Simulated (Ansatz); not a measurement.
Equation of state of LiPb

Space group Pm-3m (No. 221). a = 3.522 Å, b = 3.522 Å, c = 3.522 Å, α = 90.00°, β = 90.00°, γ = 90.00°
```csv
atom,site,symmetry,x,y,z
Li,1b,m-3m,0.5000,0.5000,0.5000
Pb,1a,m-3m,0.0000,0.0000,0.0000
```

The runs use the primitive cell with vectors (3.522, 0.000, 0.000), (0.000, 3.522, 0.000), (0.000, 0.000, 3.522) Å, to which the k mesh refers.

It takes space group Pm-3m (No. 221, cubic). Conventional cell: a = 3.522 Å, b = 3.522 Å, c = 3.522 Å, α = 90.00°, β = 90.00°, γ = 90.00°. Li (site symmetry m-3m) has 8 Pb at 3.05 Å as nearest neighbours. Pb (site symmetry m-3m) is surrounded by 8 Li at 3.05 Å.

The cell is COD entry 1522614, as deposited and not checked against the literature; nothing was relaxed. It is an old determination, and later ones may differ.

Spin–orbit coupling is left out, though it moves levels of the heavy atoms by tenths of an eV or more.

Methods: DFT, LDA, all-electron LAPW, scalar-relativistic (Ansatz 0.2.0); DFT, LDA, PAW with Ansatz's default frozen-core files, scalar-relativistic (Ansatz 0.2.0).

For LAPW: a Γ-centred 10×10×10 k mesh, Fermi–Dirac smearing of 0.03 eV, basis error target 0.5 meV/atom, no spin polarisation. PAW takes a cutoff of 420 eV at this cell (files made with PBE, cores remade for this functional). The Ansatz runs share mesh, smearing and spin set-up. Plane-wave (PAW) pressures include the program's estimate of the Pulay term.

The cell above is scaled evenly, with fractional coordinates and shape held.

```json
{"V/V(cell)": "0.9400", "V (Å³/atom)": "20.534", "P, LAPW (GPa)": "0.26", "P, PAW (GPa)": "0.25", "free energy over the lowest listed, PAW (meV/atom)": "0.0"}
{"V/V(cell)": "0.9600", "V (Å³/atom)": "20.971", "P, LAPW (GPa)": "-0.60", "P, PAW (GPa)": "-0.61", "free energy over the lowest listed, PAW (meV/atom)": "0.5"}
{"V/V(cell)": "0.9800", "V (Å³/atom)": "21.407", "P, LAPW (GPa)": "?", "P, PAW (GPa)": "?", "free energy over the lowest listed, PAW (meV/atom)": "?"}
{"V/V(cell)": "0.9900", "V (Å³/atom)": "21.626", "P, LAPW (GPa)": "-1.71", "P, PAW (GPa)": "-1.72", "free energy over the lowest listed, PAW (meV/atom)": "5.3"}
{"V/V(cell)": "1.0000", "V (Å³/atom)": "21.844", "P, LAPW (GPa)": "-2.04", "P, PAW (GPa)": "-2.05", "free energy over the lowest listed, PAW (meV/atom)": "7.9"}
{"V/V(cell)": "1.0100", "V (Å³/atom)": "22.063", "P, LAPW (GPa)": "-2.35", "P, PAW (GPa)": "-2.35", "free energy over the lowest listed, PAW (meV/atom)": "10.9"}
{"V/V(cell)": "1.0200", "V (Å³/atom)": "22.281", "P, LAPW (GPa)": "-2.64", "P, PAW (GPa)": "-2.64", "free energy over the lowest listed, PAW (meV/atom)": "14.3"}
{"V/V(cell)": "1.0400", "V (Å³/atom)": "22.718", "P, LAPW (GPa)": "-3.16", "P, PAW (GPa)": "-3.17", "free energy over the lowest listed, PAW (meV/atom)": "22.2"}
{"V/V(cell)": "1.0600", "V (Å³/atom)": "23.155", "P, LAPW (GPa)": "-3.62", "P, PAW (GPa)": "-3.63", "free energy over the lowest listed, PAW (meV/atom)": "31.5"}
```

(1) Fill in the row V/V(cell) = 0.9800.

(2) What do Birch–Murnaghan fits to the pressures give?

Answers

(1) P, LAPW (GPa) = -1.36, P, PAW (GPa) = -1.37, free energy over the lowest listed, PAW (meV/atom) = 3.2.

(2) LAPW: V0 = 20.66 Å³/atom, B0 = 42 GPa, B0′ = 4.8; PAW: V0 = 20.66 Å³/atom, B0 = 42 GPa, B0′ = 4.8.
